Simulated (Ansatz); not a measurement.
## What internal relaxation does to the elastic constants of Ti$_{2}$AlC

All numbers below come from Ansatz, DFT LDA, scalar-relativistic, plane waves, PAW. Plane waves to 420 eV; Γ-centred k mesh 12×12×4; Fermi-Dirac smearing of 0.15 eV. No spin polarisation.

Equilibrium structure at this level:
```
Ti Al C
1.0
     3.01301    0.00000    0.00000
    -1.50650    2.60934    0.00000
     0.00000    0.00000   13.52335
Ti Al C
4 2 2
Direct
  0.33333 0.66667 0.08371
  0.66667 0.33333 0.58371
  0.66667 0.33333 0.91629
  0.33333 0.66667 0.41629
  0.33333 0.66667 0.75000
  0.66667 0.33333 0.25000
  0.00000 0.00000 0.00000
  0.00000 0.00000 0.50000
```

In a metal, frequencies and elastic constants depend on the k mesh and the smearing, soft modes and shear constants most.

Clamped-ion constants (GPa, Voigt order; atoms follow the strain homogeneously):
C11 = 348.1, C12 = 77.0, C13 = 102.7, C22 = 348.1, C23 = 102.7, C33 = 349.2, C44 = 160.1, C55 = 160.1, C66 = 135.5 GPa; the others vanish.

Problem. What are the constants once the atoms relax in each strained cell?

Solution.
```
324.1  70.8  72.4   0.0   0.0   0.0
 70.8 324.1  72.4   0.0   0.0   0.0
 72.4  72.4 288.8   0.0   0.0   0.0
  0.0   0.0   0.0 118.4   0.0   0.0
  0.0   0.0   0.0   0.0 118.4   0.0
  0.0   0.0   0.0   0.0   0.0 126.6
```
The Voigt shear modulus goes from 142.0 to 120.8 GPa and the Voigt bulk modulus from 178.9 to 152.0 GPa. Relaxation subtracts ΛᵀK⁻¹Λ/V, with Λ the forces that a strain puts on the atoms and K the zone-centre force constants. At a stable cell this can only lower the diagonal constants, and it acts only for strains that share their symmetry with an optical mode; elsewhere, and where the coupling is weak, the constants hardly move.